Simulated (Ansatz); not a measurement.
Molecular dynamics on a 2×2×1 supercell (16 atoms) of Ga₂SbP (ordering on zincblende), relaxed with r2SCAN. Forces come from PBE in Ansatz: a Nosé-Hoover thermostat at fixed volume, 600 K, steps of 1.5 fs. Classical nuclei, no spin polarisation; a few dozen steps show the first response, not equilibrium. The structure comes from a prototype and may be hypothetical.

```yaml
crystal:
  lattice:
    - [8.1852437475, 0.0, 0.0]
    - [0.0, 8.1852437475, 0.0]
    - [0.0, 0.0, 5.8034925878]
  atoms:
    - { symbol: P, position: [0.0, 0.0, 0.0] }
    - { symbol: Ga, position: [0.0, 0.25, 0.7759653733] }
    - { symbol: Sb, position: [0.25, 0.25, 0.5] }
    - { symbol: Ga, position: [0.25, 0.0, 0.2240346267] }
    - { symbol: P, position: [0.0, 0.5, 0.0] }
    - { symbol: Ga, position: [0.0, 0.75, 0.7759653733] }
    - { symbol: Sb, position: [0.25, 0.75, 0.5] }
    - { symbol: Ga, position: [0.25, 0.5, 0.2240346267] }
    - { symbol: P, position: [0.5, 0.0, 0.0] }
    - { symbol: Ga, position: [0.5, 0.25, 0.7759653733] }
    - { symbol: Sb, position: [0.75, 0.25, 0.5] }
    - { symbol: Ga, position: [0.75, 0.0, 0.2240346267] }
    - { symbol: P, position: [0.5, 0.5, 0.0] }
    - { symbol: Ga, position: [0.5, 0.75, 0.7759653733] }
    - { symbol: Sb, position: [0.75, 0.75, 0.5] }
    - { symbol: Ga, position: [0.75, 0.5, 0.2240346267] }
kpoints:
  mp_grid: { grid: [2, 2, 2] }
hamiltonian:
  xc: pbe
scf:
  occupations: { method: fermi_dirac, width: 0.052 }
md:
  ensemble: nvt_nose_hoover
  temperature: 600
  timestep: 1.5
  n_steps: 20
  initial_velocities: maxwell_boltzmann
  seed: 4702
```

Command: `ansatz run input.yaml --threads 4 --pin off --max-ram 3686MiB --backend cpu --events-out ev --progress --plain --runs-dir out`.

Question: It ran on 4 threads of Arm Neoverse N1, with other jobs on the host. About how long did it take, and how much host memory at the peak?

Answer: About 2.3 min, with a peak of 1.5 GiB.

Question: How do temperature and energy develop?

Answer: The temperature goes from 600 K to 269 K in 30 fs. The thermostat hasn't had time to restore it. The atoms start on their lattice sites with kinetic energy alone, so much of it first passes into potential energy. By the last step the atoms have moved 0.12 Å in the root mean square, the drift of the whole cell taken out, 0.20 Å at most.
```tsv
step	t (fs)	T (K)	free energy F from step 0 (meV/atom)	kinetic energy (meV/atom)	largest force (eV/Å)
0	0	600	0.0	72.7	0.09
1	1.5	599	0.2	72.5	0.15
2	3	593	0.8	71.9	0.30
3	4.5	584	1.9	70.8	0.46
4	6	572	3.4	69.3	0.61
5	7.5	556	5.3	67.4	0.76
6	9	538	7.5	65.2	0.90
7	10.5	517	10.1	62.7	1.04
8	12	495	12.8	59.9	1.17
9	13.5	471	15.7	57.0	1.29
10	15	446	18.8	54.0	1.40
11	16.5	421	21.8	51.0	1.51
12	18	397	24.8	48.1	1.59
13	19.5	373	27.7	45.2	1.67
14	21	351	30.4	42.6	1.73
15	22.5	331	32.9	40.1	1.77
16	24	313	35.1	38.0	1.80
17	25.5	298	37.0	36.1	1.81
18	27	286	38.6	34.6	1.80
19	28.5	276	39.8	33.4	1.78
20	30	269	40.7	32.6	1.74
```

Positions (Å) and forces (eV/Å) at step 20:
```
P    0.084   0.005   0.030    -0.629   0.111   0.041
Ga  -0.017   2.064   4.523     0.306  -0.302  -0.167
Sb   2.071   1.958   2.837     0.139   0.718   0.698
Ga   2.143  -0.005   1.196     0.186  -0.272   0.013
P   -0.114   4.047   0.103     0.748   0.317  -0.874
Ga   0.012   6.137   4.608     0.255  -0.100  -0.382
Sb   2.061   6.154   2.837    -1.092  -0.444  -0.153
Ga   2.002   4.038   1.184     0.274   0.115   0.730
P    4.262  -0.107  -0.029    -1.339   1.090  -0.233
Ga   4.144   2.067   4.567    -0.472   0.040  -0.164
Sb   6.129   2.047   2.927    -0.026   0.202  -0.447
Ga   6.076  -0.032   1.329     1.391  -0.011   0.503
P    4.036   4.229  -0.066     0.377  -0.717   0.378
Ga   4.013   6.216   4.407     0.180  -0.510   0.365
Sb   6.116   6.142   3.016     0.680   0.345  -0.310
Ga   6.137   4.200   1.365    -0.978  -0.582   0.002
```
